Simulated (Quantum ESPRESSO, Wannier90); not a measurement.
# ScAl3 (Cu3Au type), plane waves to Wannier functions

```xyz
4
Lattice="4.0878 0.0000 0.0000 0.0000 4.0878 0.0000 0.0000 0.0000 4.0878" Properties=species:S:1:pos:R:3 pbc="T T T"
Sc     0.0000     0.0000     0.0000
Al     2.0439     0.0000     2.0439
Al     0.0000     2.0439     2.0439
Al     2.0439     2.0439     0.0000
```

Structure: Materials Project mp-2121, symmetrised, not relaxed again. Not found in the COD (Crystallography Open Database) copy used; not checked further. Method: PBEsol plane waves in Quantum ESPRESSO 7.5 (PseudoDojo norm-conserving files, 63 Ry, no spin polarisation, no spin-orbit coupling), Bloch states on a 6×6×6 mesh through Γ, Wannier90 4.0.1. Density: 10×10×10 mesh, cold smearing 0.01 Ry.

Functional, cutoff and mesh named above are those of the base row (1); the first column says what each row takes instead. Model: 21 functions from bands 5-37, start hydrogen-like Sc: s;p;d; Al: s;p, disentangled but not localised (num_iter = 0), frozen window tied to the conduction edge or Fermi level of each row, as listed, which moves Ω_I and hoppings a little by itself. Energies are relative to the Fermi level; the misfit is to pw.x on a path, for states up to 1.0 eV relative to the Fermi level. The lattice is scaled uniformly, fractional positions fixed. The disentangled Ω_I can sit in another minimum from row to row.

| scale | frozen to (eV) | Ω_I (Å²) | rms misfit (meV) | bottom of band 5 (eV) | on-site Sc1 pz minus Sc1 s (eV) | hopping modulus Al4 pz – Al2 py, R = 0 0 0 (eV) | hopping modulus Al2 py – Al4 s, R = 0 0 1 (eV) | hopping modulus Al3 py – Sc1 dyz, R = 0 0 0 (eV) | hopping modulus Al3 s – Sc1 dyz, R = 0 0 0 (eV) |
|---|---|---|---|---|---|---|---|---|---|
| 0.97 | 1.50 | 30.84 | 24 | -10.50 | 3.80 | 1.528 | 1.145 | 0.986 | 0.978 |
| 0.99 | 1.50 | 31.41 | 23 | -10.18 | 3.76 | 1.441 | 1.079 | 0.927 | 0.910 |
| 1 | 1.50 | 31.70 | 24 | -10.03 | 3.74 | 1.399 | 1.047 | 0.900 | 0.878 |
| 1.01 | 1.50 | 32.03 | 25 | -9.87 | 3.71 | 1.360 | 1.017 | 0.871 | 0.847 |
| 1.03 | 1.50 | 32.62 | 24 | -9.56 | 3.68 | 1.284 | 0.957 | 0.818 | 0.787 |
